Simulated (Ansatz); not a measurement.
ZrTa:
```cif
data_TaZr
_chemical_formula_sum 'Ta1 Zr1'
_space_group_name_H-M_alt 'P 1'
_space_group_IT_number 1
_cell_length_a 2.84889
_cell_length_b 2.84889
_cell_length_c 4.85653
_cell_angle_alpha 90.000
_cell_angle_beta 90.000
_cell_angle_gamma 90.000
loop_
_space_group_symop_operation_xyz
  'x, y, z'
loop_
_atom_site_label
_atom_site_type_symbol
_atom_site_fract_x
_atom_site_fract_y
_atom_site_fract_z
_atom_site_occupancy
Ta1 Ta 0.00000 0.00000 0.00000 1
Zr1 Zr 0.50000 0.50000 0.50000 1
```

Relaxed with PBEsol.

Question: Decompose the optical modes at the zone centre into irreducible representations, and say which are infrared and Raman allowed.

Answer: Point group 4/mmm: Γ_opt = A2u + Eu. Infrared: A2u, Eu. Raman: none.

Question: Assign frequencies (DFPT, DFT-PBEsol in the program Ansatz with PAW potentials).

Answer: A2u 94, Eu 108 cm⁻¹.

Space group P4/mmm (L1₀ or tetragonal B2). The start of the workflow was typed in or built on a structure type; neither database checked (COD, Materials Project) lists it. Whether it is the stable phase at ambient conditions was not checked. The cell was relaxed with PBEsol under the symmetry of its start. At this level the phase is mechanically unstable. No spin polarisation was allowed. Its formation energy is positive at this level, so the cell may be metastable or incomplete. As this level gives no gap, phonon frequencies hold no LO–TO term and depend on the k-mesh and smearing (Fermi–Dirac, 0.1 eV here). Scalar-relativistic: spin–orbit coupling is off unless named, which matters more the heavier the elements.

Potentials: the later of the program's two PAW sets.
